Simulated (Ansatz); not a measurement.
The relaxed structure here is a generated cell of Be: the first start was made by placing the elements on the sites of a structure type, and the end was not matched to a known phase here, so it may be hypothetical. Known forms of Be include space group No. 194.

One starting cell of Be (a generated cell, Be built in the omega structure type) was relaxed twice with Ansatz (plane waves, PAW, scalar-relativistic): with r2SCAN at 500 eV and with PBE at 420 eV. The r2SCAN result:

```yaml
crystal:
  lattice:
    - [3.56864, 0.00000, 0.00000]
    - [-1.78432, 3.09054, 0.00000]
    - [0.00000, 0.00000, 2.19710]
  atoms:
    - { symbol: Be, position: [0.00000, 0.00000, 0.00000] }
    - { symbol: Be, position: [0.33333, 0.66667, 0.50000] }
    - { symbol: Be, position: [0.66667, 0.33333, 0.50000] }
```

```json
[
 {"quantity": "space group", "r2SCAN": "P6/mmm", "PBE": "P6/mmm"},
 {"quantity": "volume (Å³/atom)", "r2SCAN": "8.08", "PBE": "___"},
 {"quantity": "a (Å)", "r2SCAN": "3.569", "PBE": "___"},
 {"quantity": "c (Å)", "r2SCAN": "2.197", "PBE": "___"},
 {"quantity": "gap (eV, no spin-orbit coupling)", "r2SCAN": "0.00", "PBE": "___"}
]
```

What does PBE give for the same quantities?


- volume (Å³/atom), PBE: 8.08
- a (Å), PBE: 3.569
- c (Å), PBE: 2.198
- gap (eV, no spin-orbit coupling), PBE: 0.00

Both levels end in the same structure; PBE's volume is within 0.5 % of r2SCAN's. Neither column is exact.

No spin polarisation in the result.

The run could not lower the symmetry of its start; a shaken copy of this end point relaxes with r2SCAN to Im-3m (No. 229), 0.09 eV/atom lower.

Ansatz is a quantum-chemistry and plane-wave program.
